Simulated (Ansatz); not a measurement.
## What settings do to one calculation: a Cu vacancy next to a Se vacancy in chalcopyrite CuGaSe2, 14 atoms, charge 0

Ansatz (PAW, plane waves), atoms fixed. The base input:

```yaml
crystal:
  lattice:
    - [5.569867, -0.000055, -0.000011]
    - [-0.000055, 5.569867, -0.000011]
    - [-0.000022, -0.000022, 11.070855]
  atoms:
    - { symbol: Cu, position: [0.991914, 0.982130, 0.996499] }
    - { symbol: Cu, position: [0.003448, 0.501948, 0.252603] }
    - { symbol: Cu, position: [0.504281, 0.997560, 0.746832], spin: 0.167 }
    - { symbol: Ga, position: [0.995682, 0.994002, 0.498699], spin: 0.167 }
    - { symbol: Ga, position: [0.493681, 0.996424, 0.251712] }
    - { symbol: Ga, position: [0.498927, 0.497957, 0.997493] }
    - { symbol: Ga, position: [0.005375, 0.498250, 0.749412], spin: 0.167 }
    - { symbol: Se, position: [0.234686, 0.251096, 0.123285] }
    - { symbol: Se, position: [0.756612, 0.743423, 0.127616] }
    - { symbol: Se, position: [0.738164, 0.255509, 0.371527], spin: 0.167 }
    - { symbol: Se, position: [0.238325, 0.743692, 0.378043], spin: 0.167 }
    - { symbol: Se, position: [0.737080, 0.241733, 0.879314] }
    - { symbol: Se, position: [0.739878, 0.746154, 0.623253], spin: 0.167 }
    - { symbol: Se, position: [0.256765, 0.758711, 0.875804] }
  symmetry: { detect: false }
kpoints:
  mp_grid: { grid: [1, 1, 1], shift: [0.25, 0.25, 0.25] }
hamiltonian:
  xc: pbesol
magnetization:
  spin_polarized: true
scf:
  occupations: { method: fermi_dirac, width: 0.01 }
output:
  forces: true
  eigenvalues: true
  stress: true
  populations: true
```

Command:

```sh
ansatz run in.yaml --threads 2 --pin off --max-ram 30400MiB --runs-dir r --events-out ev --progress --plain --backend cuda --devices 0, --max-vram 18GiB
```

It converged in 22 iterations and 2 min of wall time on one NVIDIA H100 with 2 processor threads, on a host shared with other runs; peak host memory 1.2 GiB; largest force component 1.06 eV/Å, pressure -0.94 GPa. The cutoff was the default, 420 eV. The base isn't a converged reference: it has few k points, and its atoms are unrelaxed. Each run below changes the keys shown and caps the iterations.

```
run                                                                                           changed         ending  iterations  free energy less the base (meV per atom)  rms change of forces (eV/Å)  change of pressure (GPa)  wall time (s, shared host)
  1                                            xc_grid 1 (2 is the default), max_iter 2, width 0.5 eV  not converged           –                                         –                            –                         –                           –
  2                                                                 occupations gaussian, max_iter 60      converged          22                                       0.0                        0.000                      0.00                      53 GPU
  3                                                                      max_iter 9, mixing beta 0.03  not converged           –                                         –                            –                         –                           –
  4  n_extra_bands 0, dr2_threshold 1e-05, max_iter 100, k points a 2×2×2 mesh shifted by half a step        refused           –                                         –                            –                         –                           –
  5                                                                  dr2_threshold 0.001, max_iter 50      converged          16                                       0.0                        0.001                      0.00                      17 GPU
  6    ecutrho_ratio 2, xc_grid 2 (2 is the default), max_iter 80, k points a 3×3×3 mesh centred on Γ      converged          24                                     -15.3                        0.337                      0.41                      22 GPU
  7                                        width 0.2 eV, accuracy high, mixing beta 1.0, max_iter 100      converged          24                                     -21.7                        0.155                      0.11                      14 GPU
  8                                                                       max_iter 90, total_charge 2      converged          23                                other zero                        0.459                      0.11                      16 GPU
  9                                                                       n_extra_bands 0, max_iter 9        refused           –                                         –                            –                         –                           –
```

«Other zero»: another functional, charge or dispersion term moves the zero of energy, so the difference says nothing of accuracy.

Runs lost to time or memory, or doubtful for a known weakness of the program, are left out.

Task: Which changes leave the result alone, and which of the same physical model moves the forces most?

Result: The forces move by under 0.002 eV/Å in runs 2, 5. Run 6 (ecutrho_ratio 2, xc_grid 2 (2 is the default), max_iter 80, k points a 3×3×3 mesh centred on Γ) moves them most among the runs with the same functional, charge and dispersion term, by 0.337 eV/Å.

Task: Why did some runs give no result?

Result: - run 1: did not converge after 2 iterations: dr2 = 4.41e1 (threshold 1.00e-7), under the density mixer `msr1`, which `scf.mixing.algorithm: auto` chose by the deck's other keys (type `scf.mixing.algorithm: msr1` to keep it);
- run 3: did not converge after 9 iterations: dr2 = 2.68e0 (threshold 1.00e-7), under the density mixer `msr1`, which `scf.mixing.algorithm: auto` chose by the deck's other keys (type `scf.mixing.algorithm: msr1` to keep it);
- run 4: inconsistent input (scf.n_extra_bands): n_bands = 111 cannot host the net starting moment |Σ_I m_I| = 1.0020 μB: with N_el = 221 the majority spin channel must hold (N_el + |M|)/2 = 111.0010 electrons at no more than one per band — at least 112 bands (111 …
- run 9: inconsistent input (scf.n_extra_bands): n_bands = 111 cannot host the net starting moment |Σ_I m_I| = 1.0020 μB: with N_el = 221 the majority spin channel must hold (N_el + |M|)/2 = 111.0010 electrons at no more than one per band — at least 112 bands (111 …
